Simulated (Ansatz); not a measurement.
Se:
```
CELL_PARAMETERS angstrom
      4.92047     0.00000     0.00000
      0.00000     7.62483     0.00000
      0.00000     0.00000     2.68651
ATOMIC_POSITIONS crystal
  Se 0.67805 0.39808 0.24976
  Se 0.32195 0.60192 0.24976
  Se 0.17805 0.10192 0.75024
  Se 0.82195 0.89808 0.75024
```

Relaxed with r²SCAN+D4. Special points in fractions of this cell's reciprocal vectors: Γ (0.000, 0.000, 0.000); X (0.500, 0.000, 0.000); S (0.500, 0.500, 0.000); Y (0.000, 0.500, 0.000); Z (0.000, 0.000, 0.500); U (0.500, 0.000, 0.500); R (0.500, 0.500, 0.500); T (0.000, 0.500, 0.500).

Question: List the band energies nearest the Fermi level at these points for DFT-r²SCAN+D4 in the program Ansatz with PAW potentials.

Answer: In eV from the Fermi level; about four levels below and three above (degenerate sets whole), none deeper than 8.9 eV; points with the same levels are listed once.

```json
[
 {"k": "Γ", "below": "-4.51 -3.58 -3.18 -2.16", "above": "1.16 1.76 2.79"},
 {"k": "X", "below": "-3.87 -3.87 -1.50 -1.50", "above": "1.44 1.44 3.12 3.12"},
 {"k": "S", "below": "-5.00 -5.00 -1.02 -1.02", "above": "1.59 1.59 3.12 3.12"},
 {"k": "Y", "below": "-3.49 -3.49 -2.85 -2.85", "above": "0.77 0.77 2.99 2.99"},
 {"k": "Z", "below": "-1.40 -1.40 -0.26 -0.25", "above": "2.94 2.94 5.67 5.67"},
 {"k": "U", "below": "-3.41 -3.41 -2.38 -2.38", "above": "1.01 1.01 3.43 3.43"},
 {"k": "R", "below": "-3.33 -3.33 -2.18 -2.18", "above": "0.87 0.87 2.89 2.89"},
 {"k": "T", "below": "-1.44 -1.44 -0.27 -0.27", "above": "3.19 3.19 6.16 6.16"}
]
```

Space group Pnnm. The first step of the workflow began from a Materials Project structure, measured or hypothetical; the Crystallography Open Database copy checked does not list it. It is not the phase usual at ambient conditions (space group No. 152). The r²SCAN+D4 relaxation kept the symmetry of its start; of distortions, only those at the zone centre were tested. Point labels and valley counts follow the cell and symmetry of the run, lower than the named group. Scalar-relativistic: spin–orbit coupling is off unless named, which matters more the heavier the elements.

Potentials: the later of the program's two PAW sets.
